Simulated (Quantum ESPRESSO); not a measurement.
Space group R3m, hexagonal axes (No. 160); a = b = 3.1849 Å, c = 19.4694 Å, α = β = 90.00°, γ = 120.00°

```csv
atom,site,symmetry,x,y,z
S,3a,3m,0.0000,0.0000,0.5859
S,3a,3m,0.0000,0.0000,0.7461
W,3a,3m,0.0000,0.0000,0.9993
```
(The calculation used a cell of 3 atoms; values per cell refer to that cell.)

The geometry is that of Materials Project entry mp-9813, symmetrised and not relaxed again.

Question: What does PBEsol (Quantum ESPRESSO, PseudoDojo norm-conserving, 74 Ry, with spin-orbit coupling) give for the electronic structure near the Fermi level?

Answer: The PBEsol gap is indirect, 1.08 eV, from Z to 54 % of the way from Γ to X; the smallest direct gap is 1.54 eV. 

This is not the ordinary phase of the substance.

The distance between layers or molecules is the database entry's, not relaxed here. Functionals without dispersion can leave it too large, which widens gaps and weakens the response across layers: the numbers belong to this cell.
